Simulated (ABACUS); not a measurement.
Set-up for a self-consistent single point of MgZn₃S₄ (P-43m, 8 atoms in the cell; from Materials Project mp-1120718, changed as shown).

```
MgZn3S4
1.0
    5.56179     0.00000     0.00000
    0.00000     5.56179     0.00000
    0.00000     0.00000     5.56179
Mg Zn S
1 3 4
Direct
  0.50000   0.50000   0.50000
  0.00000   0.00000   0.50000
  0.50000   0.00000   0.00000
  0.00000   0.50000   0.00000
  0.75633   0.75633   0.24367
  0.75633   0.24367   0.75633
  0.24367   0.24367   0.24367
  0.24367   0.75633   0.75633
```

Method: LDA (PW92), numerical atomic orbitals DZP (confined pseudo-atomic orbitals with Gaussian additions; energy shift 0.01 Ry), PseudoDojo 0.4 standard norm-conserving LDA (tails mended) pseudopotentials (ABACUS).

ABACUS settings:

- basis: DZP numerical atomic orbitals, energy shift 0.01 Ry
- KPT: Gamma 6 6 6 0 0 0
- basis_type: lcao
- dft_functional: PWLDA
- ecutwfc: 100 Ry
- smearing_method: fd
- smearing_sigma: 0.000734986 Ry
- potentials: PseudoDojo 0.4 standard norm-conserving LDA (tails mended)
- symmetry: 1
- symmetry_prec: 1e-05
- ks_solver: genelpa
- scf_nmax: 100
- scf_thr: 1.0e-07
- mixing_type: broyden

**Question.** Estimate, at this level of theory: gap on the k-point mesh, pressure and largest force (vector length).

**Answer.** The run gave:

```
Property                            Value
-----------------------------  ----------
Gap on the k-point mesh           2.08 eV
Pressure                        -5.96 GPa
Largest force (vector length)  0.133 eV/Å
```

The gap is read on the k-point mesh of the run and can differ from the gap over the whole zone at this level.

For comparison: a first run was changed to give this one (volume scaled by 1.06), and from it to this one the free energy goes up by 32.8 meV/atom, the pressure goes from -2.48 to -5.96 GPa, the largest force goes from 0.122 to 0.133 eV/Å and the gap on the mesh goes from 2.366 to 2.083 eV.

The atom-centred basis is finite, which shifts total energies, pressures, gaps and forces against plane waves. The structure comes from a collection of computed structures, made at another level of theory; the collection holds predicted forms beside known ones.

Cost on one core: about 20 core-seconds (a rough figure).

The atomic orbitals were generated for these runs; they are not ABACUS's published sets and were checked against plane waves on a few crystals only.

“Tails mended”: in these copies of the files the far tail of each local potential was reset to the Coulomb form.
